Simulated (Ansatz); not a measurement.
NaGeBr3, cubic perovskite, relaxed with r2SCAN in the PAW code Ansatz. The symmetry is Pm-3m (No. 221, cubic); a = 5.473 Å in the conventional setting, 32.79 Å³ an atom. Na is surrounded by 12 Br at 3.87 Å; Ge is surrounded by 6 Br at 2.74 Å; Br is surrounded by 2 Ge at 2.74 Å and 4 Na at 3.87 Å.

The axes x, y and z are those of this cell:
```yaml
crystal:
  lattice:
    - [5.47321, 0.00000, 0.00000]
    - [0.00000, 5.47321, 0.00000]
    - [0.00000, 0.00000, 5.47321]
  atoms:
    - { symbol: Na, position: [0.00000, 0.00000, 0.00000] }
    - { symbol: Ge, position: [0.50000, 0.50000, 0.50000] }
    - { symbol: Br, position: [0.50000, 0.50000, 0.00000] }
    - { symbol: Br, position: [0.50000, 0.00000, 0.50000] }
    - { symbol: Br, position: [0.00000, 0.50000, 0.50000] }
```

Unstrained: The PBE gap is direct at R: 0.427 eV. With r2SCAN the gap is 0.528 eV and direct, at R. The HSE06 gap is direct at R: 0.864 eV. Meshes: PBE 6×6×6, r2SCAN 6×6×6, HSE06 4×4×4. Strains are changes of length per length, and xy shears are angles. After each strain the atoms were relaxed again with r2SCAN within the symmetry that the strain leaves, so tilts or polar shifts that break it weren't tested; points keep the names that they have in the unstrained zone. (Calculated; spin-unpolarised; the phase may be known or hypothetical.)

Task: Apply epitaxial +2.0 % in the xy plane, free normal strain -0.62 %. How far does the gap move, against the unstrained cell?

Result: PBE: the gap goes from 0.427 to 0.520 eV (+0.093 eV). r2SCAN: the gap goes from 0.528 to 0.629 eV (+0.101 eV). HSE06: the gap goes from 0.864 to 0.978 eV (+0.114 eV). The r2SCAN energy rises by 6.4 meV an atom.

Task: Apply isotropic -3.0 % on every length. How far does the gap move, against the unstrained cell?

Result: PBE: gap 0.43 before, 0 after (eV); it has closed. r2SCAN: gap 0.53 before, 0 after (eV); it has closed. HSE06: the gap goes from 0.864 to 0.285 eV (-0.579 eV). The r2SCAN energy rises by 17.4 meV an atom.

Task: Apply isotropic +1.5 % on every length. How far does the gap move, against the unstrained cell?

Result: PBE: the gap goes from 0.427 to 0.645 eV (+0.218 eV). r2SCAN: the gap goes from 0.528 to 0.761 eV (+0.233 eV). HSE06: the gap goes from 0.864 to 1.113 eV (+0.249 eV). The r2SCAN energy rises by 7.1 meV an atom.

Task: Apply xy shear, engineering strain (angle) -1.0 %. How far does the gap move, against the unstrained cell?

Result: PBE: the gap goes from 0.427 to 0.416 eV (-0.011 eV). r2SCAN: the gap goes from 0.528 to 0.516 eV (-0.012 eV). HSE06: the gap goes from 0.864 to 0.853 eV (-0.011 eV). The r2SCAN energy rises by 0.1 meV an atom.

The runs are scalar-relativistic, without spin-orbit coupling.

The meshes of the hybrids are coarse, so their gaps aren't converged to the digits shown.
